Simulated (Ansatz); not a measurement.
AgI:
```
AgI
1.0
    4.44929     0.00000     0.00000
   -2.22465     3.85320     0.00000
    0.00000     0.00000    10.39365
Ag I
3 3
Cartesian
  2.22293   0.00000   3.46455
 -1.11146   1.92511   6.92910
  1.11318   1.92809   0.00000
  2.22437   0.00000   8.66138
 -1.11219   1.92636   1.73228
  1.11246   1.92683   5.19683
```

Tensor components refer to the Cartesian frame of this cell.

Q: Give the high-frequency dielectric tensor and the Born effective charge tensors of the independent atoms from DFPT, PBEsol (plane waves, PAW; program Ansatz).

A: 
ε∞:
```
6.60  0.00  0.00
0.00  6.60  0.00
0.00  0.00  7.55
```
Z* of atom 1 (Ag), rows: field, columns: displacement, in e:
```
0.99  0.00  0.00
0.00  1.40  0.00
0.00  0.00  1.43
```
Z* of atom 4 (I), rows: field, columns: displacement, in e:
```
-0.75   0.00   0.00
 0.00  -1.63   0.00
 0.00   0.00  -1.43
```

Space group P6_422. The start of the workflow was typed in or built on a structure type; neither database checked (COD, Materials Project) lists it. It is not the phase usual at ambient conditions (space group No. 186, 216). Symmetry was held in the PBEsol relaxation; whether a distortion lowers the energy is not shown. No spin polarisation was allowed. Spin–orbit coupling is left out wherever it is not named.

Potentials: the later of the program's two PAW sets.
